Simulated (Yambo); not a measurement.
## RbHgF₃: sweep of GW parameters

G0W0@LDA for RbHgF₃ (cubic perovskite, space group Pm-3m, No. 221) in Yambo. Reference settings: 4×4×4 Γ-centred k mesh, bands 5 to 143 and a 7 Ry block in the screening, 143 bands in G with the Bruneval-Gonze terminator, plasmon pole fitted at 27.2 eV. The LDA gap R → Γ on this mesh is 0.35 eV; G0W0 gaps are taken between the same points.

| change from the reference | G0W0 gap R → Γ (eV) | shift of the valence edge (eV) | rough Yambo cost |
|---|---|---|---|
| reference settings | 2.46 | -1.06 | 1 |
| wavefunctions cut at 10 Ry | 1.27 | 0.28 | about 1/3 |
| wavefunctions cut at 30 Ry | 2.39 | -0.99 | about 1/3 |
| wavefunctions cut at 50 Ry | 2.45 | -1.05 | about 1/2 |
| 41 bands in W, 41 bands in G, 2 Ry block | 3.85 | -1.73 | about 1/8 |
| 41 bands in W, 41 bands in G, 4 Ry block | 3.43 | -1.27 | about 1/8 |
| 60 bands in W, 60 bands in G, 3 Ry block | 3.00 | -1.19 | about 1/4 |
| 60 bands in W, 60 bands in G, 4 Ry block | 2.96 | -1.13 | about 1/4 |
| 84 bands in W, 84 bands in G, 3 Ry block | 2.72 | -1.16 | about 1/3 |
| 84 bands in W, 84 bands in G, 2 Ry block | 3.21 | -1.58 | about 1/3 |
| 84 bands in W, 84 bands in G, 4 Ry block | 2.67 | -1.11 | about 1/3 |
| 84 bands in W, 84 bands in G, 6 Ry block | 2.62 | -1.01 | about 1/2 |
| 112 bands in W, 112 bands in G, 2 Ry block | 3.12 | -1.58 | within a factor of two |
| 2×2×2 mesh | 2.52 | -0.99 | about 1/10 |
| 60 bands in W, 60 bands in G, no terminator | 2.72 | -0.61 | about 1/3 |

The reference isn't shown to be the converged limit. Costs are rough (shared machines), scaled to the same edge states, and given only for runs that recompute the screening.

Without spin-orbit coupling, band edges of such heavy elements can be off by tenths of an eV. The cell is held in this high symmetry; tilts and polar distortions were not searched.

Geometry of the Materials Project entry, not relaxed at this level; primitive cell a = b = c = 4.5492 Å, α = β = γ = 90.00°.

A shift is the quasiparticle energy of the state minus its LDA energy.
